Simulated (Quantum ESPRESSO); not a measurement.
# Kohn-Sham bands of AlGaAs2 (R3m)

```xyz
4
Lattice="-2.0057 3.4739 0.0000 -4.0113 0.0000 0.0000 -2.0057 1.1580 6.5459" Properties=species:S:1:pos:R:3 pbc="T T T"
Al     0.0000     0.0000    -0.0047
Ga    -2.0057     1.1580    -3.2702
As     0.0000     0.0000     2.4516
As    -2.0057     1.1580    -0.8128
```

Cell from Materials Project (mp-1228891), symmetrised, no further relaxation. Not found in the COD (Crystallography Open Database) copy used; not checked further. Method: PBEsol plane waves in Quantum ESPRESSO 7.5 (PseudoDojo norm-conserving files, 68 Ry, spinors with spin-orbit coupling), Bloch states on a 4×4×4 mesh through Γ, Wannier90 4.0.1. Density: 10×10×10 mesh, Gaussian smearing 0.01 Ry.

Question: List the Kohn-Sham levels between −8 and 3.7 eV relative to the valence-band maximum at the high-symmetry points, as a band run of pw.x on that density gives them (levels within 2 meV counted together).

Answer: 
```tsv
point	k (reciprocal lattice)	levels (eV)
Γ	0.000 0.000 0.000	-6.22 (×2), -1.21 (×2), -1.02 (×2), -0.33 (×2), -0.02 (×2), 0.00 (×2), 0.71 (×2), 1.73 (×2)
T	0.000 0.000 0.500	-4.19 (×2), -3.56 (×2), -0.93 (×2), -0.74 (×2), -0.66 (×2), -0.45 (×2), 1.46 (×2), 2.18 (×2)
H_2	-0.312 -0.625 0.188	-6.41, -6.37, -5.48, -5.43, -3.70, -3.63, -3.60, -3.56, -2.04, -2.04, -2.01, -2.00, 2.22, 2.24, 2.71, 2.72
H_0	-0.375 -0.688 -0.188	-6.41, -6.37, -5.48, -5.43, -3.70, -3.63, -3.60, -3.56, -2.04, -2.04, -2.01, -2.00, 2.22, 2.24, 2.71, 2.72
L	0.000 -0.500 0.000	-6.18 (×2), -5.35 (×2), -3.20 (×2), -3.00 (×2), -1.98 (×2), -1.88 (×2), 2.11 (×2), 2.28 (×2)
S_0	-0.344 -0.688 -0.344	-6.40, -6.36, -5.46, -5.41, -3.91, -3.82, -3.48, -3.41, -2.24, -2.20, -1.92, -1.92, 2.09, 2.09, 3.55, 3.63
S_2	-0.344 -0.656 0.000	-6.40, -6.36, -5.46, -5.41, -3.91, -3.82, -3.48, -3.41, -2.24, -2.20, -1.92, -1.92, 2.09, 2.09, 3.55, 3.63
F	-0.500 -0.500 0.000	-6.59 (×2), -5.83 (×2), -2.58 (×2), -2.48 (×2), -1.19 (×2), -0.99 (×2), 1.11 (×2), 1.28 (×2), 2.02 (×2)
```
